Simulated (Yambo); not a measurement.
# Convergence of the G0W0 gap of NaBaIrH$_{6}$

G0W0@PBEsol for NaBaIrH$_{6}$ (space group F-43m, No. 216) in Yambo. Reference settings: 2×2×2 Γ-centred k mesh, bands 6 to 173 and a 7 Ry block in the screening, 173 bands in G with the Bruneval-Gonze terminator, plasmon pole fitted at 27.2 eV. The PBEsol gap Γ → X on this mesh is 3.07 eV; G0W0 gaps are taken between the same points.

```json
[
 {"change from the reference": "reference settings", "G0W0 gap Γ → X (eV)": "4.39", "shift of the valence edge (eV)": "-0.54", "rough Yambo cost": "1"},
 {"change from the reference": "66 bands in W, 66 bands in G", "G0W0 gap Γ → X (eV)": "4.37", "shift of the valence edge (eV)": "-0.26", "rough Yambo cost": "about 1/2"},
 {"change from the reference": "111 bands in W, 111 bands in G", "G0W0 gap Γ → X (eV)": "4.37", "shift of the valence edge (eV)": "-0.43", "rough Yambo cost": "within a factor of two"},
 {"change from the reference": "66 bands in G", "G0W0 gap Γ → X (eV)": "4.39", "shift of the valence edge (eV)": "-0.47", "rough Yambo cost": "–"},
 {"change from the reference": "111 bands in G", "G0W0 gap Γ → X (eV)": "4.39", "shift of the valence edge (eV)": "-0.52", "rough Yambo cost": "–"},
 {"change from the reference": "81 bands in W", "G0W0 gap Γ → X (eV)": "4.37", "shift of the valence edge (eV)": "-0.37", "rough Yambo cost": "within a factor of two"},
 {"change from the reference": "2 Ry block", "G0W0 gap Γ → X (eV)": "4.28", "shift of the valence edge (eV)": "-0.40", "rough Yambo cost": "within a factor of two"},
 {"change from the reference": "3 Ry block", "G0W0 gap Γ → X (eV)": "4.29", "shift of the valence edge (eV)": "-0.43", "rough Yambo cost": "within a factor of two"},
 {"change from the reference": "6 Ry block", "G0W0 gap Γ → X (eV)": "4.37", "shift of the valence edge (eV)": "-0.53", "rough Yambo cost": "within a factor of two"},
 {"change from the reference": "pole fitted at 15 eV", "G0W0 gap Γ → X (eV)": "4.37", "shift of the valence edge (eV)": "-0.47", "rough Yambo cost": "–"},
 {"change from the reference": "no random integration", "G0W0 gap Γ → X (eV)": "4.29", "shift of the valence edge (eV)": "-0.26", "rough Yambo cost": "–"},
 {"change from the reference": "66 bands in G, no terminator", "G0W0 gap Γ → X (eV)": "4.19", "shift of the valence edge (eV)": "0.15", "rough Yambo cost": "–"},
 {"change from the reference": "111 bands in G, no terminator", "G0W0 gap Γ → X (eV)": "4.27", "shift of the valence edge (eV)": "-0.17", "rough Yambo cost": "–"},
 {"change from the reference": "no terminator", "G0W0 gap Γ → X (eV)": "4.33", "shift of the valence edge (eV)": "-0.37", "rough Yambo cost": "–"}
]
```

The reference isn't shown to be the converged limit. Costs are rough (shared machines), scaled to the same edge states, and given only for runs that recompute the screening.

Spin-orbit coupling is left out, which matters for elements this heavy: edges can move by tenths of an eV.

Geometry of the Materials Project entry, not relaxed at this level; primitive cell a = b = c = 5.5473 Å, α = β = γ = 60.00°.

The structure is a Materials Project entry; no match was found in the copy of COD used, and its stability was not checked.

A shift is the quasiparticle energy of the state minus its PBEsol energy.
